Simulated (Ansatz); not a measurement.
SiO2 with Au replacing Si: gradients before and after relaxing the atoms

Start: a supercell of SiO2 (quartz type, P3_121) built from a COD entry, with all atoms left at the host's positions.

```
Au Si O
1.0
     7.37370    4.25721    0.00000
    -7.37370    4.25721    0.00000
     0.00000    0.00000   10.81820
Au Si O
1 17 36
Direct
  0.17677 0.82323 0.16667
  0.17677 0.82323 0.66667
  0.51010 0.48990 0.16667
  0.51010 0.48990 0.66667
  0.84343 0.15657 0.16667
  0.84343 0.15657 0.66667
  0.17677 0.35353 0.33333
  0.17677 0.35353 0.83333
  0.51010 0.02020 0.33333
  0.51010 0.02020 0.83333
  0.84343 0.68687 0.33333
  0.84343 0.68687 0.83333
  0.31313 0.15657 0.00000
  0.31313 0.15657 0.50000
  0.64647 0.82323 0.00000
  0.64647 0.82323 0.50000
  0.97980 0.48990 0.00000
  0.97980 0.48990 0.50000
  0.18680 0.22740 0.44050
  0.18680 0.22740 0.94050
  0.52013 0.89407 0.44050
  0.52013 0.89407 0.94050
  0.85347 0.56073 0.44050
  0.85347 0.56073 0.94050
  0.43927 0.29273 0.10717
  0.43927 0.29273 0.60717
  0.77260 0.95940 0.10717
  0.77260 0.95940 0.60717
  0.10593 0.62607 0.10717
  0.10593 0.62607 0.60717
  0.37393 0.47987 0.27383
  0.37393 0.47987 0.77383
  0.70727 0.14653 0.27383
  0.70727 0.14653 0.77383
  0.04060 0.81320 0.27383
  0.04060 0.81320 0.77383
  0.18680 0.95940 0.05950
  0.18680 0.95940 0.55950
  0.52013 0.62607 0.05950
  0.52013 0.62607 0.55950
  0.85347 0.29273 0.05950
  0.85347 0.29273 0.55950
  0.43927 0.14653 0.39283
  0.43927 0.14653 0.89283
  0.77260 0.81320 0.39283
  0.77260 0.81320 0.89283
  0.10593 0.47987 0.39283
  0.10593 0.47987 0.89283
  0.37393 0.89407 0.22617
  0.37393 0.89407 0.72617
  0.70727 0.56073 0.22617
  0.70727 0.56073 0.72617
  0.04060 0.22740 0.22617
  0.04060 0.22740 0.72617
```

Atoms are numbered from 1 in the order listed; like atoms form one site, named after its first atom.

Level of theory: DFT, PBE, plane waves and PAW, scalar-relativistic, 420 eV cutoff, Γ-centred 3×3×2 k-points, Fermi–Dirac smearing 0.01 eV, cell charge -1 (Ansatz 0.2.0).

The largest force at the start is 25 eV/Å. Relaxing the ions at fixed cell moves them by 0.873 Å at most (atom 29, O) and 0.310 Å rms.

```json
{"site": "Au", "atom": "1", "moved (Å)": "0.025", "first shell before": "4 O at 1.61 Å", "first shell after": "4 O at 1.95–1.98 Å", "V_zz before (10²¹ V/m²)": "-18.09", "η before": "0.34"}
{"site": "Si2", "atom": "2", "moved (Å)": "0.041", "first shell before": "4 O at 1.61 Å", "first shell after": "4 O at 1.62 Å", "V_zz before (10²¹ V/m²)": "0.81", "η before": "0.53"}
{"site": "Si3", "atom": "3", "moved (Å)": "0.049", "first shell before": "4 O at 1.61 Å", "first shell after": "4 O at 1.62–1.63 Å", "V_zz before (10²¹ V/m²)": "-0.84", "η before": "0.91"}
{"site": "Si5", "atom": "5", "moved (Å)": "0.018", "first shell before": "4 O at 1.61 Å", "first shell after": "4 O at 1.63 Å", "V_zz before (10²¹ V/m²)": "0.85", "η before": "0.21"}
{"site": "Si6", "atom": "6", "moved (Å)": "0.133", "first shell before": "4 O at 1.61 Å", "first shell after": "4 O at 1.61–1.62 Å", "V_zz before (10²¹ V/m²)": "0.83", "η before": "0.54"}
{"site": "Si8", "atom": "8", "moved (Å)": "0.071", "first shell before": "4 O at 1.61 Å", "first shell after": "4 O at 1.62–1.64 Å", "V_zz before (10²¹ V/m²)": "0.94", "η before": "0.54"}
{"site": "Si9", "atom": "9", "moved (Å)": "0.338", "first shell before": "4 O at 1.61 Å", "first shell after": "4 O at 1.59–1.64 Å", "V_zz before (10²¹ V/m²)": "-1.66", "η before": "0.73"}
{"site": "Si10", "atom": "10", "moved (Å)": "0.063", "first shell before": "4 O at 1.61 Å", "first shell after": "4 O at 1.62–1.63 Å", "V_zz before (10²¹ V/m²)": "0.80", "η before": "0.75"}
{"site": "Si11", "atom": "11", "moved (Å)": "0.238", "first shell before": "4 O at 1.61 Å", "first shell after": "4 O at 1.62–1.64 Å", "V_zz before (10²¹ V/m²)": "-1.82", "η before": "0.77"}
{"site": "Si12", "atom": "12", "moved (Å)": "0.102", "first shell before": "4 O at 1.61 Å", "first shell after": "4 O at 1.61–1.63 Å", "V_zz before (10²¹ V/m²)": "0.83", "η before": "0.39"}
{"site": "O23", "atom": "23", "moved (Å)": "0.380", "first shell before": "2 Si at 1.61 Å, angle 144°", "first shell after": "2 Si at 1.63–1.64 Å, angle 122°", "V_zz before (10²¹ V/m²)": "9.17", "η before": "0.15"}
{"site": "O24", "atom": "24", "moved (Å)": "0.524", "first shell before": "2 Si at 1.61 Å, angle 144°", "first shell after": "2 Si at 1.61–1.62 Å, angle 138°", "V_zz before (10²¹ V/m²)": "9.00", "η before": "0.19"}
{"site": "O25", "atom": "25", "moved (Å)": "0.071", "first shell before": "2 Si at 1.61 Å, angle 144°", "first shell after": "2 Si at 1.62–1.63 Å, angle 147°", "V_zz before (10²¹ V/m²)": "8.81", "η before": "0.21"}
{"site": "O29", "atom": "29", "moved (Å)": "0.873", "first shell before": "1 Au at 1.61 Å, 1 Si at 1.61 Å, angle 144°", "first shell after": "1 Si at 1.59 Å, 1 Au at 1.95 Å, angle 137°", "V_zz before (10²¹ V/m²)": "9.74", "η before": "0.71"}
{"site": "O35", "atom": "35", "moved (Å)": "0.827", "first shell before": "1 Si at 1.61 Å, 1 Au at 1.61 Å, angle 144°", "first shell after": "1 Si at 1.62 Å, 1 Au at 1.98 Å, angle 121°", "V_zz before (10²¹ V/m²)": "10.85", "η before": "0.44"}
```

Q: What are V_zz and η after the relaxation?

A: 

| site | atom | V_zz after | η after | change of V_zz |
| --- | --- | --- | --- | --- |
| Au | 1 | 7.13 | 0.99 | – |
| Si2 | 2 | -0.74 | 0.92 | – |
| Si3 | 3 | -1.13 | 0.30 | -0.29 |
| Si5 | 5 | -1.26 | 0.25 | – |
| Si6 | 6 | 1.36 | 0.15 | +0.53 |
| Si8 | 8 | -0.61 | 0.96 | – |
| Si9 | 9 | 2.56 | 0.71 | – |
| Si10 | 10 | -1.54 | 0.66 | – |
| Si11 | 11 | -2.77 | 0.21 | -0.95 |
| Si12 | 12 | 0.39 | 0.37 | – |
| O23 | 23 | 8.08 | 0.40 | -1.09 |
| O24 | 24 | 9.05 | 0.35 | +0.05 |
| O25 | 25 | 10.51 | 0.10 | +1.70 |
| O29 | 29 | 12.69 | 0.36 | +2.95 |
| O35 | 35 | 11.52 | 0.75 | +0.67 |

The largest change of V_zz along a kept axis is on O29, from 9.74 to 12.69. The whole tensor moves most on Au, by 23.04 along its most changed direction. In per cent, |V_zz| changes by -12 to +30 on O (all sites that start above 2, bar those whose gradient vanishes or changes sign or whose main axis turns by over 40°). Where |V_zz| stays above 0.1 and the axes keep their order, η moves most on Si3, from 0.91 to 0.30. On O35, O29, O25, Si11 V_xx and V_yy change places (or their axes turn by over 50°), so the two values of η hide a larger change. On Au, Si9, Si8, Si5, Si12, Si2, Si10 the largest principal value lies along another axis in the second run, so the two V_zz can't be compared directly. The table leaves out 15 of the 30 sites, with |V_zz| up to 10.22; their tensors move by 2.33 at most along any direction. The statements above cover all sites. The electronic state changes along with the positions (a gap opens), so the changes aren't those of geometry alone. The host's own positions weren't relaxed first, so part of the change far from the defect can be the host's relaxation.

The defect repeats with the cell of 54 atoms, so it feels its images: sites between two images don't show the values beside a lone defect, and zeros or small values of η there can come from the images' arrangement. O and Si carry a gradient in the pure host already, so the values there aren't the defect's effect alone. A uniform background compensates the cell's charge.
Before: The run isn't spin-polarised, and a state with spin may lie lower. The defect cell has no gap above 0.1 eV on its mesh, so the values can hang on the smearing and the k-mesh. Spin–orbit coupling is left out, which shifts gradients on Au by a few per cent in wide-gap crystals, and can shift them far more where the calculated gap is small or absent, as here. The cell keeps the host's lattice, where the PBE pressure is 20 GPa (in a charged cell this depends on the convention for the mean potential). The neighbours have not yet relaxed around the defect (largest force 25 eV/Å), so the values at and beside it are those of a strained start, not of the defect in a real crystal.
After: The relaxation keeps the site symmetry 2 of the start, so the impurity can move only along its axis; a start off the site could end lower. Spin–orbit coupling is left out, which shifts gradients on Au by a few per cent, and by more where contributions nearly cancel.
